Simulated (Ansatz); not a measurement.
Given:

Te₂Mo:
```yaml
crystal:
  lattice:
    - [3.54189, 0.00000, 0.00000]
    - [-1.77095, 3.06737, 0.00000]
    - [0.00000, 0.00000, 7.90875]
  atoms:
    - { symbol: Te, position: [0.33333, 0.66667, 0.77312] }
    - { symbol: Te, position: [0.33333, 0.66667, 0.22688] }
    - { symbol: Mo, position: [0.00000, 0.00000, 0.00000] }
```

This is the r²SCAN+D4-relaxed structure.

Question: All from the program Ansatz at the r²SCAN+D4 level (PAW), unless another level is named. Predict the formation energy from the elements (no fitted shifts).

Answer: -0.28 eV/atom.

Question: And the hole effective mass?

Answer: 0.62, 0.62, 3.5 mₑ (principal values).

Question: And the band gap?

Answer: 1.13 eV (smallest direct gap 1.15 eV).

Question: And the weight of the conduction-edge state by species (Voronoi cells)?

Answer: Mo 87 %, Te 13 %.

Question: What about the weight of the valence-edge state by species (Voronoi cells)?

Answer: Mo 80 %, Te 20 %.

Question: Predict the conduction-band minimum.

Answer: at K (2 equivalent valleys).

Space group P-6m2. The workflow started from a Materials Project entry (that database holds measured and hypothetical structures alike); the Crystallography Open Database copy checked does not list it. It is not the phase usual at ambient conditions (space group No. 194). Symmetry was held in the r²SCAN+D4 relaxation; its stability against distortions is not shown here. No spin polarisation was allowed. The references are the lowest solids computed at this level, not always the standard phases. Spin–orbit coupling is left out wherever it is not named.

Potentials: the later of the program's two PAW sets.
